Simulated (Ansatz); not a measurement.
Be (hcp, Mg type), conventional cell a = 2.257 Å, b = 2.257 Å, c = 3.553 Å, α = 90.00°, β = 90.00°, γ = 120.00°. The calculation uses the primitive cell of 2 atoms, to which meshes and values per cell refer.

The volume is varied about the relaxed value V₀ at fixed cell shape. Symmetry pins the atoms to their sites.

Method: PBEsol (plane waves to 420 eV, PAW, scalar-relativistic; Ansatz, an electronic-structure program). k mesh 23×23×13 (Γ-centred), Fermi-Dirac smearing 0.05 eV. E stands for the smeared free energy. Stress and pressure are positive under compression. Be was relaxed with its symmetry unable to fall. The PAW data are Ansatz's earlier set. ΔE is measured from the relaxed starting cell.

Give the computed ΔE (kJ/mol of atoms) and P (GPa) at V/V₀ = 0.950, 0.975, 1.025, 1.050, 1.075.


```csv
V/V₀,ΔE (kJ/mol of atoms),P (GPa)
0.950,0.8,6.9
0.975,0.2,3.3
1.025,0.2,-2.9
1.050,0.7,-5.6
1.075,1.5,-8.0
```

(A scan under strain: stresses follow from slopes of the energy per volume, elastic moduli from its curvatures.)
